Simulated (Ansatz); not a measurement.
A distorted cell of CdS (zinc blende):

```yaml
crystal:
  lattice:
    - [0.00000, 2.81512, 3.15293]
    - [2.81512, 0.00000, 3.15293]
    - [2.81512, 2.81512, 0.00000]
  atoms:
    - { symbol: S, position: [0.75000, 0.75000, 0.75000] }
    - { symbol: Cd, position: [0.00000, 0.00000, 0.00000] }
```

These are PBE (plane waves to 420 eV, PAW, scalar-relativistic; Ansatz, a program for electronic structure) values and carry that method's errors. k mesh 10×10×10 (Γ-centred), Fermi-Dirac smearing 0.05 eV. E stands for the smeared free energy. Stress and pressure are positive under compression. CdS was relaxed with its symmetry unable to fall. The PAW data are Ansatz's earlier set.

Question: Give the stress tensor in GPa and the pressure.

Answer: 
```
   2.90     0.00     0.00
   0.00     2.90     0.00
   0.00     0.00     0.30
```
The pressure, a third of the trace, is 2.03 GPa.

Question: It is the relaxed cell deformed to V/V₀ = 0.960, (c/a)/(c/a)₀ = 1.120, c along z, fractional positions held. What is its energy relative to the relaxed cell?

Answer: 21.4 meV/atom.

(Under strain, the slope of the energy per volume gives the stress and its curvature an elastic modulus.)
